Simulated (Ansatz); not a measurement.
With the program Ansatz at the r²SCAN level (PAW), BN in the cubic phase (Pm-3n; B on 6c, N on 6d) relaxes to a = 4.420 Å. Against the elements it lies at -1.01 eV/atom, with no fitted shifts.

It is gapped at this level: 4.76 eV (indirect). The valence maximum lies at Γ and the conduction minimum on the Γ–X line, 82 % of the way from Γ (6 equivalent valleys). The screened hybrid HSE06 puts the gap at 5.88 eV. The electron mass is 0.52, 0.52, 0.62 mₑ (principal values).

The bulk modulus is 307 GPa. The relaxed-ion elastic constants in GPa are C11 = 742, C12 = 90.0, C44 = 201. The elastic constants imply a Debye temperature near 1570 K. Bader charges are B +2.26, N -2.26 e.

The start of the workflow was typed in or built on a structure type; neither database checked (COD, Materials Project) lists it. It is not the phase usual at ambient conditions (space group No. 186, 194, 216). The r²SCAN relaxation kept the symmetry of its start; whether a distortion lowers the energy is not shown. The references are the lowest solids computed at this level, not always the standard phases (solids in place of the gases).

Potentials: the later of the program's two PAW sets.
